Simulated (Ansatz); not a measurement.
Relaxed LaTl (CsCl type):

```yaml
crystal:
  lattice:
    - [3.91911, 0.00000, 0.00000]
    - [0.00000, 3.91911, 0.00000]
    - [0.00000, 0.00000, 3.91911]
  atoms:
    - { symbol: La, position: [0.00000, 0.00000, 0.00000] }
    - { symbol: Tl, position: [0.50000, 0.50000, 0.50000] }
```

In each cell atom 1 (La, nearest neighbour Tl at 3.394 Å; its periodic images, 3.9 Å or more away, move with it) moves by s·(-0.577, -0.577, -0.577) (towards the nearest neighbour), the rest being held.

These are PBEsol (plane waves to 420 eV, PAW, scalar-relativistic; Ansatz, a first-principles code) values and carry that method's errors. k mesh 10×10×10 (Γ-centred), Fermi-Dirac smearing 0.05 eV. With partly filled bands, energies and forces of such displacements shift with the k mesh and the smearing. F∥ is the force on the atom along that direction. LaTl is run without spin polarisation. LaTl was relaxed with its symmetry unable to fall. Spin-orbit coupling is left out, though Tl is heavy. 

```json
[
 {"s (Å)": "-0.340", "F∥ (eV/Å)": "0.848"},
 {"s (Å)": "-0.272", "F∥ (eV/Å)": "0.615"},
 {"s (Å)": "-0.204", "F∥ (eV/Å)": "0.422"},
 {"s (Å)": "-0.136", "F∥ (eV/Å)": "0.263"},
 {"s (Å)": "-0.068", "F∥ (eV/Å)": "0.126"},
 {"s (Å)": "0.000", "F∥ (eV/Å)": "0.000"},
 {"s (Å)": "0.068", "F∥ (eV/Å)": "-0.126"},
 {"s (Å)": "0.136", "F∥ (eV/Å)": "-0.263"},
 {"s (Å)": "0.204", "F∥ (eV/Å)": "-0.422"},
 {"s (Å)": "0.272", "F∥ (eV/Å)": "-0.615"},
 {"s (Å)": "0.340", "F∥ (eV/Å)": "-0.848"}
]
```

What is the force constant k = d²E/ds² of this move at s = 0?

1.83 eV/Å². The forces along the line at the two nearest points give (0.126 − (-0.126)) / (2·0.068) = 1.85 eV/Å²; the next pair corrects for the finite step.

With two atoms in the cell this is the zone-centre optical mode. What wavenumber follows?

78 cm⁻¹. Reduced mass μ = 82.70 u; ν̃ = 521.5·√(k/μ) with k = 1.83 eV/Å².

(For displaced atoms, the force is minus the slope of the energy, and its curvature is a force constant, which sets phonon frequencies.)
